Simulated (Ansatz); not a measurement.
CaP3 in space group P-1 (No. 2; Ca on 2i, P on 2i, P on 2i, P on 2i), DFT-PBE in the program Ansatz with PAW potentials, all energies at zero smearing, with the estimated change up to a 700 eV cutoff added, with one set of potentials and settings (totals compare only within such a set). Cell of 8 atoms (2 Ca, 6 P): -8173.042 eV.

| element | reference phase | E (eV/atom) |
|---|---|---|
| Ca | Fm-3m, 1 atoms in the cell | -1816.8597 |
| P | Cmce, 4 atoms in the cell | -755.6743 |

Formation energy per atom, worked out: (-8173.042 − 2×(-1816.8597) − 6×(-755.6743))/8 = -0.660 eV/atom (-64 kJ per mol of atoms), at 0 K, without zero-point energy or fitted corrections.

The first step of the workflow began from a Materials Project structure, measured or hypothetical; the Crystallography Open Database copy checked does not list it. Its standing as an ambient phase is unchecked. The PBE relaxation kept the symmetry of its start; whether a distortion lowers the energy is not shown. The references are the lowest solids computed at this level, not always the standard phases.

Potentials: the later of the program's two PAW sets.
